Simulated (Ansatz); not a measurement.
Polymorphs of Cs, each relaxed with DFT-LDA in the program Ansatz with PAW potentials:

A: fcc (Cu type) (Fm-3m)
a = b = c = 7.2942 Å, α = β = γ = 90.00°

| atom | site | symmetry | x | y | z |
|---|---|---|---|---|---|
| Cs | 4a | m-3m | 0.0000 | 0.0000 | 0.0000 |

B: I4_1/amd
a = 4.8383 Å, b = 4.8383 Å, c = 17.4913 Å, α = 90.00°, β = 90.00°, γ = 90.00°

| atom | site | symmetry | x | y | z |
|---|---|---|---|---|---|
| Cs | 4b | -4m2 | 0.0000 | 0.0000 | 0.5000 |

Q: Rank these by energy per atom at 0 K (lowest first), as LDA gives it.

A: A (+0 meV/atom), B (+56 meV/atom)

Not the usual ambient phase: A; B. All cells were relaxed under the symmetry of their starts (and spin orders); stability against distortions was not tested throughout. Scalar-relativistic: spin–orbit coupling is off unless named, which matters more the heavier the elements.

Energies hold the estimated change up to a 700 eV cutoff; steps of a few meV lie near the error of the meshes.

Potentials: the later of the program's two PAW sets.
